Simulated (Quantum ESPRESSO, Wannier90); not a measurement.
## Wannierisation of ZnCdO₂ (P3m1)

```xyz
4
Lattice="3.4464 0.0000 0.0000 -1.7232 2.9847 0.0000 0.0000 0.0000 5.7053" Properties=species:S:1:pos:R:3 pbc="T T T"
Zn     0.0000     0.0000    -0.0175
Cd    -1.7232     0.9949     2.7981
O     -1.7232     0.9949     0.5591
O      0.0000     0.0000    -1.9933
```

Cell from Materials Project (mp-1215505), symmetrised, no further relaxation. Not found in the COD (Crystallography Open Database) copy used; not checked further. Computed values, not measurements, from PBEsol: Quantum ESPRESSO (norm-conserving PseudoDojo potentials, cutoff 82 Ry, no spin polarisation, no spin-orbit coupling) on a Γ-centred 6×6×4 mesh, then Wannier90. Density: 12×12×6 mesh, Gaussian smearing 0.01 Ry.

Bands 9-10 form an isolated set from -17.15 to -16.56 eV relative to the Fermi level (on the path) and are turned into 2 Wannier functions by minimising the spread from the start: atomic waves O 2s.

Q: Where do the functions sit, how wide are they and what are they made of?

A: 
```csv
functions,spread (Å²),"nearest atom, distance (Å)","second atom, distance (Å)",weight on atomic waves
1,0.57,O 0.01,Zn 2.07,"O 2s 90 %, Zn 4s 6 %"
1,0.60,O 0.01,Zn 1.99,"O 2s 89 %, Cd 5s 5 %"
```

Ω_I = 1.18 Å², Ω_total = 1.18 Å²; the interpolated bands follow pw.x to 0.0 meV rms on the path. Only this start was tried; a symmetric start can stop on a saddle, and mixtures of these functions could lower the total by at most Ω_total − Ω_I.
